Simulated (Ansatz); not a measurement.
Ga₂O₃:
```yaml
crystal:
  lattice:
    - [6.13940, 1.52370, 0.00000]
    - [-6.13940, 1.52370, 0.00000]
    - [-1.37692, 0.00000, 5.64419]
  atoms:
    - { symbol: Ga, position: [0.34125, 0.65875, 0.68554] }
    - { symbol: Ga, position: [0.65875, 0.34125, 0.31446] }
    - { symbol: Ga, position: [0.90955, 0.09045, 0.20471] }
    - { symbol: Ga, position: [0.09045, 0.90955, 0.79529] }
    - { symbol: O, position: [0.50375, 0.49625, 0.74406] }
    - { symbol: O, position: [0.49625, 0.50375, 0.25594] }
    - { symbol: O, position: [0.82678, 0.17322, 0.43724] }
    - { symbol: O, position: [0.17322, 0.82678, 0.56276] }
    - { symbol: O, position: [0.16525, 0.83475, 0.10946] }
    - { symbol: O, position: [0.83475, 0.16525, 0.89054] }
```

Tensor components refer to the Cartesian frame of this cell.

Task: Give the high-frequency dielectric tensor and the Born effective charge tensors of the independent atoms from DFPT, the program Ansatz at the PBEsol level (PAW).

Result: 
ε∞:
```
4.10  0.00  0.00
0.00  4.20  0.00
0.00  0.00  4.21
```
Z* of atom 1 (Ga), rows: field, columns: displacement, in e:
```
3.24  0.00  0.34
0.00  3.45  0.00
0.19  0.00  3.13
```
Z* of atom 3 (Ga), rows: field, columns: displacement, in e:
```
 2.75   0.00  -0.28
 0.00   2.89   0.00
-0.16   0.00   3.07
```
Z* of atom 5 (O), rows: field, columns: displacement, in e:
```
-2.30   0.00  -0.21
 0.00  -2.27   0.00
-0.23   0.00  -1.38
```
Z* of atom 7 (O), rows: field, columns: displacement, in e:
```
-2.25   0.00   0.21
 0.00  -1.97   0.00
 0.24   0.00  -2.30
```
Z* of atom 9 (O), rows: field, columns: displacement, in e:
```
-1.45   0.00  -0.06
 0.00  -2.10   0.00
-0.03   0.00  -2.51
```

Space group C2/m. The cell was relaxed with PBEsol under the symmetry of its start. Spin–orbit coupling is left out wherever it is not named.

Potentials: the earlier of the program's two PAW sets. The files were generated under PBE; for other functionals the program regenerates the frozen cores, and for LDA and PBEsol the local potential too.
